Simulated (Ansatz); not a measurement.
Data:

ZrIr:
```cif
data_IrZr
_chemical_formula_sum 'Zr1 Ir1'
_space_group_name_H-M_alt 'P4/mmm'
_space_group_IT_number 123
_space_group_name_Hall '-P 4 2'
_cell_length_a 3.07900
_cell_length_b 3.07900
_cell_length_c 3.64354
_cell_angle_alpha 90.000
_cell_angle_beta 90.000
_cell_angle_gamma 90.000
loop_
_atom_site_label
_atom_site_type_symbol
_atom_site_symmetry_multiplicity
_atom_site_Wyckoff_symbol
_atom_site_fract_x
_atom_site_fract_y
_atom_site_fract_z
_atom_site_occupancy
Zr1 Zr 1 d 0.50000 0.50000 0.50000 1
Ir1 Ir 1 a 0.00000 0.00000 0.00000 1
```

This is the PBEsol-relaxed structure.

### Question
All from PBEsol (plane waves, PAW; program Ansatz), unless another level is named. Give the formation energy from the elements (no fitted shifts).

### Answer
-0.77 eV/atom.

### Question
And the density of states at the Fermi level?

### Answer
0.97 states/eV per atom (mean over ±0.08 eV).

### Question
And the gap with spin–orbit coupling?

### Answer
none (metallic).

The workflow started from a Materials Project entry (that database holds measured and hypothetical structures alike); the Crystallography Open Database copy checked does not list it. COD files the formula under space group No. 221, so this cell is another polymorph or a model. With Zr and Ir taken as one species the cell has the higher symmetry I4/mmm, so it may be an ordered model of a mixed-site phase. Its standing as an ambient phase is unchecked. The cell was relaxed with PBEsol under the symmetry of its start; of distortions, only those at the zone centre were tested. No spin polarisation was allowed. The references are the lowest solids computed at this level, not always the standard phases. Spin–orbit coupling is left out wherever it is not named.

Potentials: the later of the program's two PAW sets.
